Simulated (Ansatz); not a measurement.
**Relaxing a structure of Sb**

The start is a relaxed Sb cell, doubled along one cell vector, shaken by Gaussian noise of σ = 0.08 Å a coordinate. The structure is fully relaxed (lattice and positions, P = 0) with PBEsol (plane waves to 420 eV, PAW, scalar-relativistic; Ansatz, a quantum-chemistry and plane-wave program). The first steps use a coarse 9×5×9 k-mesh.

The start:
```
CELL_PARAMETERS angstrom
      3.74333    -2.16010     0.00000
      7.48665     4.32021     0.00000
     -2.49839     0.00000     3.68565
ATOMIC_POSITIONS crystal
  Sb 0.27603 0.13495 0.30491
  Sb 0.27861 0.62139 0.27805
  Sb 0.74985 0.35807 0.68251
  Sb 0.73419 0.85255 0.67641
```

How much energy is released per atom?

0.02 eV/atom.

Is the parent structure recovered?

The parent structure is recovered, R-3m (No. 166).

How do the shortest distances between atoms change?

The closest pairs of elements (up to four, under 3.6 Å), start → end: Sb–Sb 2.81 → 2.93 Å.

What band gap does the relaxed structure have at this level?

No gap (metallic).

Final values are on a 13×13×13 k-mesh of the relaxed cell. No spin polarisation in the result.
